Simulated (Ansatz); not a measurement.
A generator proposed this cell of FeCuC4N4.

```xyz
10
Lattice="5.9086 0.0000 0.0000 0.0000 5.9086 0.0000 0.0000 0.0000 5.9086" Properties=species:S:1:pos:R:3 pbc="T T T"
Fe    2.9543    2.9543    2.9543
Cu    0.0000    0.0000    0.0000
C     1.1068    1.1068    1.1068
C     1.1068    4.8018    4.8018
C     4.8018    1.1068    4.8018
C     4.8018    4.8018    1.1068
N     1.7823    1.7823    1.7823
N     1.7823    4.1263    4.1263
N     4.1263    1.7823    4.1263
N     4.1263    4.1263    1.7823
```

Level of theory: Ansatz 0.2.0, DFT PBE, scalar-relativistic, plane waves, PAW. Settings: cutoff 420 eV, Γ-centred mesh 4×4×4 on the computed 10-atom cell, Gaussian smearing of 0.10 eV; collinear spin from starting moments -4.0 1.0 0.0 0.0 0.0 0.0 0.0 0.0 0.0 0.0 μB.

The zero of energy is the elements' standard structures at the same level (N₂ as a molecule); no fitted shifts are applied.

Question: Estimate its pressure, forces and energy as it stands.

Answer: The pressure is -1.6 GPa (it wants to contract), the largest force is 1.74 eV/Å, and the energy is +0.49 eV/atom against the elements. The shortest distance is 1.17 Å.

Question: How much does it gain on relaxing, and where does it end?

Answer: Relaxing gains under 0.03 eV/atom in 11 ionic steps and ends at +0.457 eV/atom on the finer mesh. The symmetry stays P-43m (No. 215). The volume per atom shrinks by 5.5 %, from 20.6 to 19.5 Å³. The shortest distance goes from 1.17 Å (C–N) to 1.18 Å (C–N). Conventional cell: a = 5.799 Å. Fe has 4 N at 1.92 Å; Cu is surrounded by 4 C at 1.92 Å; C is surrounded by 1 N at 1.18 Å and 1 Cu at 1.92 Å; around N lie 1 C at 1.18 Å and 1 Fe at 1.92 Å.

The last run used collinear spin, a 6×6×6 mesh for its 10-atom cell and Gaussian smearing of 0.02 eV. The reference form of C is held partly by dispersion forces, which this level lacks. Another magnetic order may lie lower. The relaxation can't lower the symmetry of the start. Symmetry constrained the relaxation, so the result can be a saddle point.
